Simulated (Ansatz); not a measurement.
K$_{2}$S:
```yaml
crystal:
  lattice:
    - [0.00000, 3.66795, 3.66795]
    - [3.66795, 0.00000, 3.66795]
    - [3.66795, 3.66795, 0.00000]
  atoms:
    - { symbol: K, position: [0.75000, 0.75000, 0.75000] }
    - { symbol: K, position: [0.25000, 0.25000, 0.25000] }
    - { symbol: S, position: [0.00000, 0.00000, 0.00000] }
```

Relaxed with PBEsol.

### Question
Give the Bader charges and basin volumes of the independent atoms, PBEsol (plane waves, PAW; program Ansatz).

### Answer


```
atom  Bader charge (e)  Bader volume (Å³)
----  ----------------  -----------------
K1               +0.75               23.9
S3               -1.50               45.8
```

Space group Fm-3m (anti-fluorite). The PBEsol relaxation kept the symmetry of its start.

Potentials: the later of the program's two PAW sets.
